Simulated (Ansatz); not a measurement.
LaSi₂Pt:
```
LaSi2Pt
1.0
    2.18220    -8.45637     0.00000
    2.18220     8.45637     0.00000
    0.00000     0.00000     4.26942
La Si Pt
2 4 2
Direct
  0.10603   0.89397   0.75000
  0.89397   0.10603   0.25000
  0.75083   0.24917   0.75000
  0.24917   0.75083   0.25000
  0.53646   0.46354   0.25000
  0.46354   0.53646   0.75000
  0.68073   0.31927   0.25000
  0.31927   0.68073   0.75000
```

Relaxed with r²SCAN. Special points in fractions of this cell's reciprocal vectors: Γ (0.000, 0.000, 0.000); Y (-0.500, 0.500, 0.000); C0 (-0.267, 0.733, 0.000); Σ0 (0.267, 0.267, 0.000); Z (0.000, 0.000, 0.500); A0 (0.267, 0.267, 0.500); E0 (-0.267, 0.733, 0.500); T (-0.500, 0.500, 0.500); S (0.000, 0.500, 0.000); R (0.000, 0.500, 0.500).

Task: List the band energies nearest the Fermi level at these points for the program Ansatz at the r²SCAN level (PAW).

Result: In eV from the Fermi level; about four levels below and three above (degenerate sets whole), none deeper than 8.9 eV; points with the same levels are listed once.

```json
[
 {"k": "Γ", "below": "-1.56 -1.33 -0.94 -0.70", "above": "0.33 0.86 1.58"},
 {"k": "Y", "below": "-2.02 -1.16 -1.05 -1.04", "above": "0.08 0.83 1.31"},
 {"k": "C0", "below": "-1.98 -1.97 -0.79 -0.24 -0.15", "above": "0.26 0.66 1.81"},
 {"k": "Z", "below": "-1.60 -1.60 -0.61 -0.61", "above": "0.36 0.36 0.79 0.79"},
 {"k": "A0", "below": "-2.14 -2.14 -1.63 -1.63", "above": "2.24 2.24 2.59 2.59"},
 {"k": "T", "below": "-1.60 -1.60 -1.54 -1.54", "above": "0.51 0.51 1.43 1.43"},
 {"k": "S", "below": "-1.55 -0.83 -0.65 -0.12", "above": "0.49 0.58 1.71"},
 {"k": "R", "below": "-2.00 -2.00 -1.66 -1.66", "above": "2.21 2.21 2.62 2.62"}
]
```

Space group Cmcm. The first step of the workflow began from a Materials Project structure, measured or hypothetical; the Crystallography Open Database copy checked does not list it. Its standing as an ambient phase is unchecked. The cell was relaxed with r²SCAN under the symmetry of its start; whether a distortion lowers the energy is not shown. The run is not spin-polarised. Scalar-relativistic: spin–orbit coupling is off unless named, which matters more the heavier the elements.

Potentials: the earlier of the program's two PAW sets.
